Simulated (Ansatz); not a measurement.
Problem. Monolayer SnSe2 (1T, P-3m1 in the vacuum cell, 3 atoms) is relaxed with r²SCAN+D4 (plane waves, PAW; program Ansatz). What in-plane lattice and thickness result?

Solution. a = 3.822 Å; 3.15 Å between the outermost nuclei.

Conduction-band minimum: at M. Ionisation potential (Kohn–Sham): 6.34 eV. Electron affinity (Kohn–Sham): 5.21 eV. Electron effective mass, in the valley at M: 0.21 along x, 0.68 along y (mₑ). Electron effective mass with spin–orbit coupling, in the valley at M: 0.22 along x, 0.69 along y (mₑ). Hole effective mass with spin–orbit coupling, in the valley at Γ: 0.44 mₑ. Gap with spin–orbit coupling: 1.10 eV. HSE06 ionisation potential: 6.55 eV. Bader charges: Se -0.69, Sn +1.39 e.

A layer that has been made, often on a substrate. The r²SCAN+D4 relaxation kept the symmetry of its start; its stability against distortions is not shown here. Scalar-relativistic: spin–orbit coupling is off unless named, which matters more the heavier the elements.

Potentials: the later of the program's two PAW sets.
